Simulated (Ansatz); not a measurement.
TiO₂:
Space group C2/m (No. 12); a = 12.191 Å, b = 3.733 Å, c = 6.561 Å, α = 90.00°, β = 107.00°, γ = 90.00°

| atom | site | symmetry | x | y | z |
|---|---|---|---|---|---|
| Ti | 4i | m | 0.1945 | 0.0000 | 0.2827 |
| Ti | 4i | m | 0.1006 | 0.0000 | 0.7096 |
| O | 4i | m | 0.0583 | 0.0000 | 0.3706 |
| O | 4i | m | 0.3615 | 0.0000 | 0.2941 |
| O | 4i | m | 0.1329 | 0.0000 | 0.0037 |
| O | 4i | m | 0.2639 | 0.0000 | 0.6530 |
(The calculation used a cell of 12 atoms; values per cell refer to that cell.)

Relaxed with r²SCAN. r²SCAN (plane waves, PAW; program Ansatz) gives a gap of 3.20 eV.

### Question
What gap does HSE06 give on the same cell (Ansatz, PAW)?

### Answer
4.38 eV, 1.18 eV more. The hybrid was solved on a coarser mesh and at special points; its gap is the smallest among all of these.

Cost on shared cores: the r²SCAN run (SCF on a 8×8×5 mesh, then bands and DOS) about 10 core-minutes (a rough figure), the HSE06 run (SCF on 5×5×3, then a few points) roughly 7 core-minutes; the tasks are unlike.

The first step of the workflow began from a Materials Project structure, measured or hypothetical; the Crystallography Open Database copy checked does not list it. It is not the phase usual at ambient conditions (space group No. 61, 136, 141). The r²SCAN relaxation kept the symmetry of its start; its stability against distortions is not shown here. No spin polarisation was allowed.

Potentials: the earlier of the program's two PAW sets.
